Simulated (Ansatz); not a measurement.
C (graphite type, space group P6_3/mmc)

```yaml
crystal:
  lattice:
    - [2.45522, 0.00000, 0.00000]
    - [-1.22761, 2.12628, 0.00000]
    - [0.00000, 0.00000, 6.67052]
  atoms:
    - { symbol: C, position: [0.00000, 0.00000, 0.25000] }
    - { symbol: C, position: [0.00000, 0.00000, 0.75000] }
    - { symbol: C, position: [0.33333, 0.66667, 0.25000] }
    - { symbol: C, position: [0.66667, 0.33333, 0.75000] }
```

Two-dimensional scan of atom 1 (C, nearest neighbour C at 1.418 Å; its periodic images, 2.5 Å or more away, move with it): u runs along (1.000, 0.000, 0.000), v along (0.000, 1.000, 0.000) (Cartesian). Cell and other atoms are fixed.

Computed with r2SCAN+rVV10 (plane waves to 500 eV, PAW, scalar-relativistic; Ansatz, a program for electronic structure). k mesh 12×12×4 (Γ-centred), Fermi-Dirac smearing 0.05 eV. E stands for the smeared free energy. Points where atoms come too close for the PAW data are left out (x in tables, blank in figures). With partly filled bands, energies and forces of such displacements shift with the k mesh and the smearing. Fu and Fv are the components of the force on the atom. C was relaxed with its symmetry unable to fall. The PAW data are Ansatz's earlier set. ΔE is measured from the undisplaced structure. Axes are in Å.

ΔE (meV/cell), with u across and v down:

```
v \ u   -0.350  -0.233  -0.117  0.000  0.117  0.233  0.350
------  ------  ------  ------  -----  -----  -----  -----
-0.350       x       x    2881   2185   2881      x      x
-0.233       x       x    1781   1217   1781      x      x
-0.117       x    2336     839    345    839   2336      x
0.000        x    1502     381      0    381   1502      x
0.117     2544    1453     693    417    693   1453   2544
0.233     2775    2266    1943   1823   1943   2266   2775
0.350        x       x       x      x      x      x      x
```

Fu (eV/Å), with u across and v down:

```
v \ u   -0.350  -0.233  -0.117  0.000   0.117   0.233   0.350
------  ------  ------  ------  -----  ------  ------  ------
-0.350       x       x   12.93   0.00  -12.93       x       x
-0.233       x       x   10.15   0.00  -10.15       x       x
-0.117       x   17.78    8.50   0.00   -8.50  -17.78       x
0.000        x   12.26    6.59   0.00   -6.59  -12.26       x
0.117    11.21    7.78    4.70   0.00   -4.70   -7.78  -11.21
0.233     5.29    3.39    1.98   0.00   -1.98   -3.39   -5.29
0.350        x       x       x      x       x       x       x
```

Derived quantities:

- Lowest place on the grid: u = 0.000 Å, v = 0.000 Å (0 meV/cell)

The 49 points together took roughly 19 core-minutes.

(For displaced atoms, the force is minus the slope of the energy, and its curvature is a force constant, which sets phonon frequencies.)
